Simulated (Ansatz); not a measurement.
Relaxed TiO$_{2}$ (rutile):

```
TiO2
1.0
    4.59126     0.00000     0.00000
    0.00000     4.59126     0.00000
    0.00000     0.00000     2.93900
Ti O
2 4
Cartesian
  0.00000   0.00000   0.00000
  2.29563   2.29563   1.46950
  1.39775   1.39775   0.00000
  3.69338   0.89787   1.46950
  0.89787   3.69338   1.46950
  3.19350   3.19350   0.00000
```

Level of theory: PBEsol (plane waves to 420 eV, PAW, scalar-relativistic; Ansatz, a first-principles code). k mesh 6×6×9 (Γ-centred), Fermi-Dirac smearing 0.05 eV. TiO2 is run without spin polarisation. TiO2 was relaxed with its symmetry unable to fall.

One atom of the cell was then moved (with its periodic images), all else fixed, and the forces (eV/Å) came out as:

```json
[
 {"atom": "Ti1", "Fx": "5.645", "Fy": "-0.769", "Fz": "0.000"},
 {"atom": "Ti2", "Fx": "-4.509", "Fy": "0.004", "Fz": "0.000"},
 {"atom": "O3", "Fx": "0.844", "Fy": "0.481", "Fz": "0.000"},
 {"atom": "O4", "Fx": "-0.890", "Fy": "1.327", "Fz": "0.000"},
 {"atom": "O5", "Fx": "-0.476", "Fy": "-0.019", "Fz": "0.000"},
 {"atom": "O6", "Fx": "-0.615", "Fy": "-1.025", "Fz": "0.000"}
]
```

Problem. Which atom was moved, and by which vector (Å)?

Solution. Ti1, by (-0.35, 0.00, 0.00), 0.35 Å in all.

(For displaced atoms, the force is minus the slope of the energy, and its curvature is a force constant, which sets phonon frequencies.)
